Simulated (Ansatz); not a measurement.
This run works on a generated trial structure, not on a known crystal.

Input and command of a plane-wave DFT calculation in Ansatz:

```yaml
crystal:
  lattice:
    - [5.1854381, 0.0, 0.0]
    - [0.0, 5.1854381, 0.0]
    - [0.0, 0.0, 5.37481957]
  atoms:
    - { symbol: Nb, position: [0.5, 0.5, 0.0] }
    - { symbol: Ni, position: [0.0, 0.0, 0.0], spin: 2.0 }
    - { symbol: S, position: [0.0, 0.5, 0.29452232] }
    - { symbol: S, position: [0.5, 0.0, 0.29452232] }
    - { symbol: S, position: [0.0, 0.5, 0.70547768] }
    - { symbol: S, position: [0.5, 0.0, 0.70547768] }
basis:
  ecutwfc: 420
kpoints:
  mp_grid: { grid: [3, 3, 2] }
hamiltonian:
  xc: pbe
scf:
  occupations: { method: gaussian, width: 0.15 }
  lower_state_search: "off"
output:
  forces: true
  stress: true
  eigenvalues: true
  populations: true
magnetization:
  spin_polarized: true
relax:
  adjacent_minimum: "off"
  f_tol: 0.08
  max_steps: 16
  cell: { stress_tol: 0.8 }
```

```bash
ansatz run input.yaml --threads 1 --pin off --max-ram 2560MiB --backend cpu --events-out ev --progress --plain --runs-dir out
```

Processor: Arm Neoverse V1, 1 thread, on a host shared with other jobs.

Task: How long does it run, and how much memory does it take?

Result: About 63 s, peak memory 0.43 GiB. It solves 35 bands at 6 k points (after reduction by symmetry) with about 1969 plane waves (on the last cell), in 130 SCF iterations over 7 ionic steps.
